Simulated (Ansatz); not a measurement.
A relaxation computed with Ansatz, from input to last step.

```yaml
crystal:
  lattice:
    - [3.1637581849, 0.0, 0.0]
    - [-1.5818790924, 2.7398949595, 0.0]
    - [0.0, 0.0, 5.0666496301]
  atoms:
    - { symbol: W, position: [0.3333333333, 0.6666666667, 0.0] }
    - { symbol: W, position: [0.6666666667, 0.3333333333, 0.5] }
    - { symbol: C, position: [0.3333333333, 0.6666666667, 0.3821] }
    - { symbol: C, position: [0.6666666667, 0.3333333333, 0.8821] }
basis:
  ecutwfc: 500
kpoints:
  mp_grid: { grid: [6, 6, 4] }
hamiltonian:
  xc: r2scan
scf:
  occupations: { method: gaussian, width: 0.1 }
  lower_state_search: "off"
output:
  forces: true
  stress: true
  eigenvalues: true
relax:
  adjacent_minimum: "off"
  f_tol: 0.04
  max_steps: 70
  cell: { stress_tol: 0.4 }
```

```bash
ansatz run input.yaml --threads 1 --pin off --max-ram 3072MiB --backend cpu --events-out ev --progress --plain --runs-dir out
```

Theory: DFT r2SCAN, scalar-relativistic, plane waves, PAW in Ansatz.

Of 11 frames 10 are shown, positions in Å and forces in eV/Å; the SCF threshold varies from step to step. Steps run on the plane waves of an earlier cell, with a Pulay correction in the pressure. The basis is chosen afresh for the last frame, the zero of the energies, and at times for earlier ones too; energy and pressure step there, also at an unchanged geometry. Here that happened at step 11 (-2 meV/atom, 0.1 GPa); the frames before carry an error of that size.

```xyz
4
Lattice="3.1638 0.0000 0.0000 -1.5819 2.7399 0.0000 0.0000 0.0000 5.0667" Properties=species:S:1:pos:R:3:forces:R:3 pbc="T T T" step=1 free_energy_over_end_meV_per_atom=439.25 pressure_GPa=58.46
W     0.0000    1.8266    0.0000    0.0000    0.0000    1.4590
W     1.5819    0.9133    2.5333    0.0000    0.0000    1.4590
C     0.0000    1.8266    1.9360    0.0000    0.0000   -1.4590
C     1.5819    0.9133    4.4693    0.0000    0.0000   -1.4590
4
Lattice="3.2765 0.0000 0.0000 -1.6382 2.8375 0.0000 0.0000 0.0000 5.3196" Properties=species:S:1:pos:R:3:forces:R:3 pbc="T T T" step=2 free_energy_over_end_meV_per_atom=133.67 pressure_GPa=11.14
W     0.0000    1.8917    0.0235    0.0000    0.0000    0.7438
W     1.6382    0.9458    2.6833    0.0000    0.0000    0.7438
C     0.0000    1.8917    2.0091    0.0000    0.0000   -0.7438
C     1.6382    0.9458    4.6689    0.0000    0.0000   -0.7438
4
Lattice="3.2556 0.0000 0.0000 -1.6278 2.8194 0.0000 0.0000 0.0000 5.5675" Properties=species:S:1:pos:R:3:forces:R:3 pbc="T T T" step=3 free_energy_over_end_meV_per_atom=67.80 pressure_GPa=0.34
W     0.0000    1.8796    0.0672    0.0000    0.0000    0.6444
W     1.6278    0.9398    2.8509    0.0000    0.0000    0.6444
C     0.0000    1.8796    2.0601    0.0000    0.0000   -0.6444
C     1.6278    0.9398    4.8439    0.0000    0.0000   -0.6444
4
Lattice="3.1988 0.0000 0.0000 -1.5994 2.7702 0.0000 0.0000 0.0000 5.8154" Properties=species:S:1:pos:R:3:forces:R:3 pbc="T T T" step=4 free_energy_over_end_meV_per_atom=16.67 pressure_GPa=-4.82
W     0.0000    1.8468    0.1203    0.0000    0.0000    0.0267
W     1.5994    0.9234    3.0280    0.0000    0.0000    0.0267
C     0.0000    1.8468    2.1018    0.0000    0.0000   -0.0269
C     1.5994    0.9234    5.0095    0.0000    0.0000   -0.0269
4
Lattice="3.1013 0.0000 0.0000 -1.5506 2.6858 0.0000 0.0000 0.0000 5.9649" Properties=species:S:1:pos:R:3:forces:R:3 pbc="T T T" step=5 free_energy_over_end_meV_per_atom=8.94 pressure_GPa=2.11
W     0.0000    1.7905    0.1666    0.0000    0.0000   -0.6242
W     1.5506    0.8953    3.1490    0.0000    0.0000   -0.6242
C     0.0000    1.7905    2.1126    0.0000    0.0000    0.6242
C     1.5506    0.8953    5.0950    0.0000    0.0000    0.6242
4
Lattice="3.1239 0.0000 0.0000 -1.5619 2.7054 0.0000 0.0000 0.0000 5.9420" Properties=species:S:1:pos:R:3:forces:R:3 pbc="T T T" step=7 free_energy_over_end_meV_per_atom=2.31 pressure_GPa=-0.40
W     0.0000    1.8036    0.1463    0.0000    0.0000   -0.1081
W     1.5619    0.9018    3.1173    0.0000    0.0000   -0.1081
C     0.0000    1.8036    2.1242    0.0000    0.0000    0.1082
C     1.5619    0.9018    5.0952    0.0000    0.0000    0.1082
4
Lattice="3.1328 0.0000 0.0000 -1.5664 2.7131 0.0000 0.0000 0.0000 5.9110" Properties=species:S:1:pos:R:3:forces:R:3 pbc="T T T" step=8 free_energy_over_end_meV_per_atom=2.11 pressure_GPa=-0.02
W     0.0000    1.8087    0.1387    0.0000    0.0000    0.0508
W     1.5664    0.9044    3.0942    0.0000    0.0000    0.0508
C     0.0000    1.8087    2.1199    0.0000    0.0000   -0.0507
C     1.5664    0.9044    5.0754    0.0000    0.0000   -0.0507
4
Lattice="3.1249 0.0000 0.0000 -1.5625 2.7063 0.0000 0.0000 0.0000 5.9321" Properties=species:S:1:pos:R:3:forces:R:3 pbc="T T T" step=9 free_energy_over_end_meV_per_atom=2.07 pressure_GPa=0.01
W     0.0000    1.8042    0.1437    0.0000    0.0000   -0.0446
W     1.5625    0.9021    3.1097    0.0000    0.0000   -0.0446
C     0.0000    1.8042    2.1230    0.0000    0.0000    0.0446
C     1.5625    0.9021    5.0890    0.0000    0.0000    0.0446
4
Lattice="3.1283 0.0000 0.0000 -1.5641 2.7092 0.0000 0.0000 0.0000 5.9232" Properties=species:S:1:pos:R:3:forces:R:3 pbc="T T T" step=10 free_energy_over_end_meV_per_atom=2.00 pressure_GPa=0.00
W     0.0000    1.8061    0.1415    0.0000    0.0000   -0.0034
W     1.5641    0.9031    3.1031    0.0000    0.0000   -0.0034
C     0.0000    1.8061    2.1218    0.0000    0.0000    0.0033
C     1.5641    0.9031    5.0834    0.0000    0.0000    0.0033
4
Lattice="3.1283 0.0000 0.0000 -1.5641 2.7092 0.0000 0.0000 0.0000 5.9232" Properties=species:S:1:pos:R:3:forces:R:3 pbc="T T T" step=11 free_energy_over_end_meV_per_atom=0.00 pressure_GPa=0.13
W     0.0000    1.8061    0.1415    0.0000    0.0000   -0.0041
W     1.5641    0.9031    3.1031    0.0000    0.0000   -0.0041
C     0.0000    1.8061    2.1218    0.0000    0.0000    0.0041
C     1.5641    0.9031    5.0834    0.0000    0.0000    0.0041
```

The start puts this composition into another compound's structure type, which needn't suit it. At the end the space group is P6_3mc (tolerance 0.05 Å).

It took 33 s on 1 thread of Intel(R) Xeon(R) 6975P-C (Granite Rapids) (shared host), peak memory 0.51 GiB.

The k mesh is coarse. Spin–orbit coupling is left out, which can shift energies with elements as heavy as these.